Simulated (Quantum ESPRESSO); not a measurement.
RbBH4 is taken in the cubic space group F-43m (No. 216), Pearson symbol cF24. Cell: a = 6.906 Å, b = 6.906 Å, c = 6.906 Å, α = 90.00°, β = 90.00°, γ = 90.00°. H on 16e has 1 B at 1.225 Å and 3 Rb at 2.922 Å (tetrahedral). B on 4b sees 4 H at 1.225 Å and 6 Rb at 3.453 Å. Rb on 4a is coordinated by 12 H at 2.922 Å and 6 B at 3.453 Å. (Neighbours: up to the widest gap in distance over summed covalent radii, below 1.35, at either atom; cation-cation contacts left out.)
(The calculation used a cell of 6 atoms; values per cell refer to that cell.)

The geometry is that of Materials Project entry mp-1219553, symmetrised and not relaxed again.

Task: What does LDA (pw.x of Quantum ESPRESSO, ONCV potentials, without SOC) give for the electronic structure near the Fermi level?

Result: The LDA gap is indirect, 5.63 eV, from Γ to X; the smallest direct gap is 5.74 eV. 

The structure is a Materials Project entry; no match was found in the copy of COD used, and its stability was not checked.
